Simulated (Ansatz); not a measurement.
Li (bcc (W type), Im-3m) under volume change, the program Ansatz at the PBEsol level (PAW), scaled uniformly.

```json
[
 {"V (Å³/atom)": "18.427", "E − E(relaxed) (meV/atom)": "8.0", "P (GPa)": "1.51"},
 {"V (Å³/atom)": "19.035", "E − E(relaxed) (meV/atom)": "3.4", "P (GPa)": "0.94"},
 {"V (Å³/atom)": "19.642", "E − E(relaxed) (meV/atom)": "0.8", "P (GPa)": "0.44"},
 {"V (Å³/atom)": "20.250", "E − E(relaxed) (meV/atom)": "0.0", "P (GPa)": "0.00"},
 {"V (Å³/atom)": "20.857", "E − E(relaxed) (meV/atom)": "0.7", "P (GPa)": "-0.39"},
 {"V (Å³/atom)": "21.465", "E − E(relaxed) (meV/atom)": "2.9", "P (GPa)": "-0.72"},
 {"V (Å³/atom)": "22.072", "E − E(relaxed) (meV/atom)": "6.2", "P (GPa)": "-1.02"}
]
```

Question: What does a third-order Birch–Murnaghan fit give for V₀, B₀ and B′?

Answer: V₀ = 20.25 Å³/atom, B₀ = 13.7 GPa, B′ = 3.3.

The cell was relaxed with PBEsol under the symmetry of its start.

Potentials: the later of the program's two PAW sets.
